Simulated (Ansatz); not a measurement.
**ScF3 and the effect of the choice of potentials or basis**

Symmetry: Pm-3m, No. 221, cubic system. The conventional cell has a = 4.012 Å, b = 4.012 Å, c = 4.012 Å, α = 90.00°, β = 90.00°, γ = 90.00°. Sc (site symmetry m-3m) is surrounded by 6 F at 2.01 Å. F (site symmetry 4/mmm) is surrounded by 2 Sc at 2.01 Å.

Kept alike: task single point; functional PBEsol; k mesh 7 × 7 × 7; occupations fermi-dirac, width 0.05 eV; no spin polarisation. Program: Ansatz. Cutoffs run from 420 to 1500 eV. The mesh is that of the run's cell of 4 atoms. No spin-orbit coupling.

| choice of potentials or basis | pressure (GPa) |
| --- | --- |
| Ansatz PAW (files of its older set among them) (made for PBE) | 0.59 |
| Ansatz PAW (made for PBE) | 0.58 |
| JTH PAW (made for PBE) | 0.95 |
| PseudoDojo standard (PBEsol files) | 0.33 |
| PseudoDojo stringent (PBEsol files) | 0.33 |

Pressure is positive in compression, with a Pulay correction for the finite cutoff.

**Question.** What does the choice of potentials or basis change here?

**Answer.** The pressure runs from 0.33 (PseudoDojo standard (PBEsol files); PseudoDojo stringent (PBEsol files)) to 0.95 GPa (JTH PAW (made for PBE)).
